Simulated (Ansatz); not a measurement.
Input:

BeNi:
```cif
data_BeNi
_chemical_formula_sum 'Be1 Ni1'
_space_group_name_H-M_alt 'P 1'
_space_group_IT_number 1
_cell_length_a 2.55463
_cell_length_b 2.55463
_cell_length_c 2.55463
_cell_angle_alpha 90.000
_cell_angle_beta 90.000
_cell_angle_gamma 90.000
loop_
_space_group_symop_operation_xyz
  'x, y, z'
loop_
_atom_site_label
_atom_site_type_symbol
_atom_site_fract_x
_atom_site_fract_y
_atom_site_fract_z
_atom_site_occupancy
Be1 Be 0.00000 0.00000 0.00000 1
Ni1 Ni 0.50000 0.50000 0.50000 1
```

This is the LDA-relaxed structure.

**Question.** All from the program Ansatz at the LDA level (PAW), unless another level is named. Predict the density of states at the Fermi level.

**Answer.** 0.56 states/eV per atom (mean over ±0.08 eV).

**Question.** And the formation energy from the elements (no fitted shifts)?

**Answer.** -0.51 eV/atom.

Space group Pm-3m (CsCl type). The first step of the workflow began from a Materials Project structure, measured or hypothetical; the Crystallography Open Database copy checked does not list it. With Be and Ni taken as one species the cell has the higher symmetry Im-3m, so it may be an ordered model of a mixed-site phase. Its standing as an ambient phase is unchecked. The LDA relaxation kept the symmetry of its start; of distortions, only those at the zone centre were tested. The run is not spin-polarised. The references are the lowest solids computed at this level, not always the standard phases.

Potentials: the later of the program's two PAW sets.
